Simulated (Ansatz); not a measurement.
**Trial structures of Sc2InAs3: starts and ends**

All numbers below come from DFT PBE, scalar-relativistic, plane waves, PAW (Ansatz 0.2.0). Settings: cutoff 420 eV, Γ-centred meshes spaced at most about 0.3 Å⁻¹, and about 0.25 Å⁻¹ or finer for metals (2π included), Gaussian smearing. No spin polarisation in the final relaxations.

Each guess was relaxed in cell and atoms at zero pressure, within the symmetry of its start. These are static total energies at zero pressure. Coordination counts As atoms around In and Sc (those within 1.25 times the shortest such distance or 1.15 times the sum of covalent radii; a plus sign parts nearer from farther groups; the shortest distance is added where it exceeds 1.18 times the sum of covalent radii).

```csv
guess,made from,start group,V start (Å³/atom),end group,V end (Å³/atom),coordination at the end,gap on mesh (eV),E over the lowest end (meV/atom)
1,LaSi2Ru3 type,P6_3/m,21.9,P6_3/mcm,22.2,"Sc 6, In 6",0,0
2,Y2AlFe3 type,R-3m,24.3,R-3m,22.0,"Sc 6+3, In 6",0,683
3,Ce2NiGe3 type,P-6m2,21.3,?,?,?,?,?
4,random cell,P4/mmm,25.0,P4/mmm,37.5,"Sc 2, In 4+8 from 3.9 Å",0,1141
5,random cell,Cmm2,23.7,Cmmm,22.8,"Sc 6, In 4",0,255
```

Guess 3 as it starts:

```yaml
crystal:
  lattice:
    - [4.29285, 0.00000, 0.00000]
    - [-2.14643, 3.71772, 0.00000]
    - [0.00000, 0.00000, 8.02365]
  atoms:
    - { symbol: Sc, position: [0.66667, 0.33333, 0.23545] }
    - { symbol: Sc, position: [0.66667, 0.33333, 0.76455] }
    - { symbol: In, position: [0.00000, 0.00000, 0.00000] }
    - { symbol: As, position: [0.00000, 0.00000, 0.50000] }
    - { symbol: As, position: [0.33333, 0.66667, 0.00000] }
    - { symbol: As, position: [0.33333, 0.66667, 0.50000] }
```

Q: Fill in the missing row: what does this guess relax into, and where does it rank?

A: It ends in space group P-6m2 (No. 187), with a = 4.583 Å, c = 7.180 Å, 21.8 Å³/atom and no gap. It lies 0.51 eV/atom over the lowest end, above guess 5 and below guess 2. Counting As atoms around In and Sc, this end has Sc 9, In 3 and the lowest (guess 1) has Sc 6, In 6.

```cif
data_structure
_symmetry_space_group_name_H-M 'P 1'
_symmetry_Int_Tables_number 1
_cell_length_a 4.5826
_cell_length_b 4.5826
_cell_length_c 7.1797
_cell_angle_alpha 90.000
_cell_angle_beta 90.000
_cell_angle_gamma 120.000
_cell_volume 130.58
loop_
_atom_site_label
_atom_site_type_symbol
_atom_site_fract_x
_atom_site_fract_y
_atom_site_fract_z
_atom_site_occupancy
Sc1 Sc 0.66667 0.33333 0.28126 1
Sc2 Sc 0.66667 0.33333 0.71874 1
In1 In 0.00000 0.00000 0.00000 1
As1 As 0.00000 0.00000 0.50000 1
As2 As 0.33333 0.66667 0.00000 1
As3 As 0.33333 0.66667 0.50000 1
```

Energies over the elements count from the elements' standard structures at the same level, with no fitted energy shifts.

Q: Is the lowest end bound against the elements?

A: Yes: its formation energy is −0.81 eV/atom. A negative formation energy is needed for stability but isn't enough: competing phases decide.

A magnetic state wasn't ruled out in cells without spin, among them P4/mmm. The reference form of As is held partly by dispersion forces, which this level lacks. Cells relaxed within their symmetry can be saddle points. A lower structure may well exist outside this small set. Some structure types and database cells were kept out of the candidates from the start, so a known form may be missing.
